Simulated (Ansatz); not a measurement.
BaTiO3:
```
BaTiO3
1.0
    0.00000     2.79411    -2.79914
    0.00000     2.79411     2.79914
    3.92410     0.00000     0.00000
Ba Ti O
1 1 3
Cartesian
  0.00000   2.79411  -2.78965
  1.96205   2.79411   0.06552
  1.96205   4.17562   1.33395
  1.96205   1.41260   1.33395
  0.00000   2.79411  -0.05634
```

Relaxed with LDA. Special points in fractions of this cell's reciprocal vectors: Γ (0.000, 0.000, 0.000); Y (-0.500, 0.500, 0.000); C0 (-0.499, 0.501, 0.000); Σ0 (0.499, 0.499, 0.000); Z (0.000, 0.000, 0.500); A0 (0.499, 0.499, 0.500); E0 (-0.499, 0.501, 0.500); T (-0.500, 0.500, 0.500); S (0.000, 0.500, 0.000); R (0.000, 0.500, 0.500).

List the band energies nearest the valence-band maximum at these points for the program Ansatz at the LDA level (PAW).

In eV from the valence-band maximum; about four levels below and three above (degenerate sets whole), none deeper than 8.9 eV; points with the same levels are listed once.

```csv
k,below,above
Γ,-1.22 -0.26 -0.25 -0.18,2.03 2.16 2.22
Y,-1.63 -0.82 -0.79 -0.13,3.87 3.90 4.27
Z,-1.83 -1.71 -0.93 -0.82,2.35 3.82 3.91
A0,-2.30 -0.08 -0.01 0.00,4.53 4.55 4.61
S,-1.92 -1.79 -0.79 -0.69,2.23 3.85 3.87
R,-1.66 -0.83 -0.82 -0.05,3.90 3.90 4.30
```

Space group Amm2. This is a known low-temperature phase of the composition, computed here at zero pressure and temperature. The cell was relaxed with LDA under the symmetry of its start. At this level the phase is dynamically unstable (imaginary phonons). The run is not spin-polarised. Spin–orbit coupling is left out wherever it is not named.

Potentials: the earlier of the program's two PAW sets.
